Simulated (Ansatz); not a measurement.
HfCo:
```
HfCo
1.0
    3.16995     0.00000     0.00000
    0.00000     3.16995     0.00000
    0.00000     0.00000     3.16995
Hf Co
1 1
Direct
  0.50000   0.50000   0.50000
  0.00000   0.00000   0.00000
```
The run is spin-polarised; directions of the spins, atom by atom: ↓ ↑.

Relaxed with r²SCAN.

Question: Give the Bader charges and basin volumes of the independent atoms, plane-wave PAW r²SCAN (Ansatz code).

Answer: 

```json
[
 {"atom": "Hf1", "Bader charge (e)": "+1.38", "Bader volume (Å³)": "14.1"},
 {"atom": "Co2", "Bader charge (e)": "-1.38", "Bader volume (Å³)": "17.8"}
]
```

Space group Pm-3m (CsCl type). The workflow started from an entry of the Crystallography Open Database (COD). Its standing as an ambient phase is unchecked. The cell was relaxed with r²SCAN under the symmetry of its start, as lowered by the spin order; its stability against distortions is not shown here. The final state is ferrimagnetic, chosen from 4 collinear starts compared on coarse meshes (ties went to the first, and starts can fall back to one state), not a proven ground state. Other orbital occupations within this spin state were not tried. Spin–orbit coupling is left out wherever it is not named.

Potentials: the later of the program's two PAW sets.
